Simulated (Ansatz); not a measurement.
LiBr:
```cif
data_BrLi
_chemical_formula_sum 'Li1 Br1'
_space_group_name_H-M_alt 'P 1'
_space_group_IT_number 1
_cell_length_a 3.89673
_cell_length_b 3.89673
_cell_length_c 3.89673
_cell_angle_alpha 60.000
_cell_angle_beta 60.000
_cell_angle_gamma 60.000
loop_
_space_group_symop_operation_xyz
  'x, y, z'
loop_
_atom_site_label
_atom_site_type_symbol
_atom_site_fract_x
_atom_site_fract_y
_atom_site_fract_z
_atom_site_occupancy
Li1 Li 0.00000 0.00000 0.00000 1
Br1 Br 0.50000 0.50000 0.50000 1
```

Relaxed with PBE.

Decompose the optical modes at the zone centre into irreducible representations, and say which are infrared and Raman allowed.

Point group m-3m: Γ_opt = T1u. Infrared: T1u. Raman: none.

Assign frequencies (DFPT, PBE in the plane-wave PAW code Ansatz; without the LO–TO term).

T1u 141 cm⁻¹.

Space group Fm-3m (rock salt). The cell was relaxed with PBE under the symmetry of its start; phonons on a q-mesh show no instability.

Potentials: the later of the program's two PAW sets.
